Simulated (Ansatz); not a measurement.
Consider the following.

ZrGe2:
```yaml
crystal:
  lattice:
    - [1.89835, -7.45609, 0.00000]
    - [1.89835, 7.45609, 0.00000]
    - [0.00000, 0.00000, 3.76339]
  atoms:
    - { symbol: Zr, position: [0.10454, 0.89546, 0.75000] }
    - { symbol: Zr, position: [0.89546, 0.10454, 0.25000] }
    - { symbol: Ge, position: [0.44048, 0.55952, 0.75000] }
    - { symbol: Ge, position: [0.55952, 0.44048, 0.25000] }
    - { symbol: Ge, position: [0.25024, 0.74976, 0.25000] }
    - { symbol: Ge, position: [0.74976, 0.25024, 0.75000] }
```

This is the PBEsol-relaxed structure.

**Question.** All from the program Ansatz at the PBEsol level (PAW), unless another level is named. Predict the electronic character.

**Answer.** metallic (no gap).

**Question.** Give the density of states at the Fermi level.

**Answer.** 0.23 states/eV per atom (mean over ±0.08 eV).

**Question.** Predict the formation energy from the elements (no fitted shifts).

**Answer.** -0.70 eV/atom.

Space group Cmcm. The first step of the workflow began from a Materials Project structure, measured or hypothetical; the Crystallography Open Database files this formula in space group No. 63, but the cells were not matched. Whether it is the stable phase at ambient conditions was not checked. Symmetry was held in the PBEsol relaxation; whether a distortion lowers the energy is not shown. No spin polarisation was allowed. The references are the lowest solids computed at this level, not always the standard phases. Scalar-relativistic: spin–orbit coupling is off unless named, which matters more the heavier the elements.

Potentials: the later of the program's two PAW sets.
